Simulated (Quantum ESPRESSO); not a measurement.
PSiO3F3, convergence and cost over cutoff and k mesh

A calculation, not a measurement. The program is pw.x of Quantum ESPRESSO 7.5 (plane-wave density functional theory). The cell is made up: 8 atoms on a quartz lattice with one site empty, with randomly drawn elements, strain and displacements, not relaxed. PseudoDojo standard norm-conserving files (v0.5 for PBE, v0.4.1 for LDA and PBEsol) set the functional; there is no spin polarisation, spin-orbit coupling or dispersion term, and the masses in the input are unused placeholders.

Input of the run in row 4:

```
&control calculation='scf', pseudo_dir='./dojo.nc.sr.pbe.v0_5.standard.upf', outdir='./o', disk_io='medium', tprnfor=.true., tstress=.true. /
&system ibrav=0, nat=8, ntyp=4, nbnd=30, ecutwfc=84.00895049, nosym=.true., tot_charge=0,
 occupations='smearing', smearing='fd', degauss=0.0018374661
/
&electrons conv_thr=7.350e-09, electron_maxstep=60, /
ATOMIC_SPECIES
F 1.0 F.upf
O 1.0 O.upf
P 1.0 P.upf
Si 1.0 Si.upf
CELL_PARAMETERS angstrom
5.168 -0.0506 -0.0633
-2.6278 4.3849 -0.0142
-0.0695 -0.0581 5.62
ATOMIC_POSITIONS angstrom
P -1.2525 2.0436 1.8856
Si 1.3658 2.2785 -0.0246
O 1.3845 1.1077 4.4631
F 3.3962 0.6247 2.4951
O 2.8639 2.5061 0.6494
O 0.2369 1.8248 1.2166
F -1.2463 3.1725 3.0751
F 0.6602 3.7198 4.8752
K_POINTS automatic
5 5 4 1 1 1
```

The same cell was run at these settings. Meshes are shifted by half a step, and differences are from the last row, which is itself not exact.

| cutoff (eV) | k mesh | k points solved | threshold (eV) | free energy less the last row's (eV) | pressure (GPa) | largest stress difference (GPa) | largest force difference (eV/Å) | iterations | wall time (s) | k-point pools | processor |
| --- | --- | --- | --- | --- | --- | --- | --- | --- | --- | --- | --- |
| 800 | 2 x 2 x 2 | 4 | 1e-04 | 1.164 | -24.15 | 10.87 | 0.021 | 11 | 24 | 1 | AMD EPYC, Zen 5 class |
| 1143 | 1 x 1 x 1 | 1 | 1e-07 | -0.285 | -13.79 | 0.74 | 0.522 | 14 | 25 | 1 | AMD EPYC, Zen 5 class |
| 626 | 5 x 5 x 4 | 50 | 1e-07 | 9.214 | -63.64 | 50.91 | 0.175 | 14 | 185 | 1 | AMD EPYC, Zen 5 class |
| 1143 | 5 x 5 x 4 | 50 | 1e-07 | 0.002 | -13.40 | 0.02 | 0.001 | 15 | 359 | 1 | AMD EPYC, Zen 5 class |
| 1437 | 7 x 7 x 6 | 147 | 1e-07 | 0.000 | -13.38 | 0.00 | 0.000 | 15 | 498 | 4 | Intel Xeon, 2023 or later |

Each pool is one process. Wall times include start-up and a band step at six k points, which weighs most on the coarsest meshes. The runs were on shared virtual cores whose load varied, so times are rough.